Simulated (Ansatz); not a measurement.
A geometry of SiO₂ away from equilibrium: step 13 of the relaxation of a generated trial cell of SiO2 in the cotunnite structure type. These are r2SCAN (plane waves to 500 eV, PAW, scalar-relativistic; Ansatz, a first-principles code) values and carry that method's errors. Γ-centred k-mesh 4×6×3 on the run's cell (coarser than for final values), Fermi–Dirac smearing 0.05 eV.

```yaml
crystal:
  lattice:
    - [4.62461, 0.00000, 0.00000]
    - [0.00000, 2.69179, 0.00000]
    - [0.00000, 0.00000, 8.15353]
  atoms:
    - { symbol: Si, position: [0.75000, 0.25000, 0.50000] }
    - { symbol: Si, position: [0.25000, 0.25000, 0.00000] }
    - { symbol: Si, position: [0.25000, 0.75000, 0.50000] }
    - { symbol: Si, position: [0.75000, 0.75000, 0.00000] }
    - { symbol: O, position: [0.58346, 0.25000, 0.89137] }
    - { symbol: O, position: [0.08346, 0.25000, 0.60863] }
    - { symbol: O, position: [0.41654, 0.75000, 0.10863] }
    - { symbol: O, position: [0.91654, 0.75000, 0.39137] }
    - { symbol: O, position: [0.41654, 0.25000, 0.39137] }
    - { symbol: O, position: [0.91654, 0.25000, 0.10863] }
    - { symbol: O, position: [0.58346, 0.75000, 0.60863] }
    - { symbol: O, position: [0.08346, 0.75000, 0.89137] }
```

Problem. Which atoms carry the largest force, and which way does it point?

Solution. 0.05 eV/Å, on O5, O6, O7, O8, O9, O10, O11, O12 (atoms numbered as listed); on O6 its components are (0.00, 0.00, -0.05).

Problem. What is the pressure?

Solution. +5.6 GPa, compression positive.

Problem. How far above the relaxed end point is this geometry?

Solution. 0.05 eV/atom; the path ends in Cmce (No. 64).

No spin polarisation in the result. Without a van der Waals term the distances between weakly bound units are poorly fixed.

The run could not lose the symmetry of its start.

The first start was generated by placing the elements on the sites of a structure type. Materials Project lists a structure of SiO2 in the same space group, Cmce (No. 64); the sites were not compared with it, nor with measured phases. Known forms of SiO2 include space group No. 92, 136, 152, 154.
